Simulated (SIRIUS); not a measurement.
Consider a self-consistent single point of CdS (P6_3mc, 4 atoms in the cell; from Materials Project mp-672, changed as shown).

```
CdS
1.0
    4.16509     0.00000     0.00000
   -2.08254     3.60707     0.00000
    0.00000     0.00000     6.63805
Cd S
2 2
Cartesian
  2.08255   1.20236   3.32048
  0.00000   2.40472   0.00146
  2.08255   1.20236   5.82011
  0.00000   2.40472   2.50108
```

Method: PBE, SSSP 1.1.2 efficiency PBE pseudopotentials (plane waves; SIRIUS).

SIRIUS settings:

```
key                                                                          value
--------------------------------------  ------------------------------------------
parameters.ngridk                                                            6 6 4
parameters.xc_functionals                             [XC_GGA_X_PBE, XC_GGA_C_PBE]
parameters.gk_cutoff                                                  8.062 1/bohr
parameters.pw_cutoff                                                 25.496 1/bohr
parameters.smearing                                                       gaussian
parameters.smearing_width                                           0.000367493 Ha
potentials                              SSSP 1.1.2 efficiency PBE pseudopotentials
parameters.electronic_structure_method                             pseudopotential
parameters.num_bands                                                            22
parameters.num_mag_dims                                                          0
parameters.num_dft_iter                                                        100
parameters.energy_tol                                                     1e-07 Ha
parameters.density_tol                                                       1e-06
mixer.type                                                                anderson
mixer.beta                                                                     0.3
mixer.use_hartree                                                            false
```

Problem. Estimate, at this level of theory: gap on the k-point mesh, pressure and largest force (vector length).

Solution. The run gave:

| Item | Value |
|---|---|
| Gap on the k-point mesh | 1.21 eV |
| Pressure | 2.71 GPa |
| Largest force (vector length) | 0.176 eV/Å |

Gaps are taken between levels on the mesh.

For comparison: a first run was changed to give this one (lattice vector c scaled by 0.98), and from it to this one the free energy goes up by 8.9 meV/atom, the pressure goes from 1.40 to 2.71 GPa, the largest force goes from 0.002 to 0.176 eV/Å and the gap on the mesh goes from 1.141 to 1.210 eV.

The structure comes from a collection of computed structures, made at another level of theory; the collection holds predicted forms beside known ones. Its lattice was then scaled.

Cost on one core: very roughly 4 core-minutes.
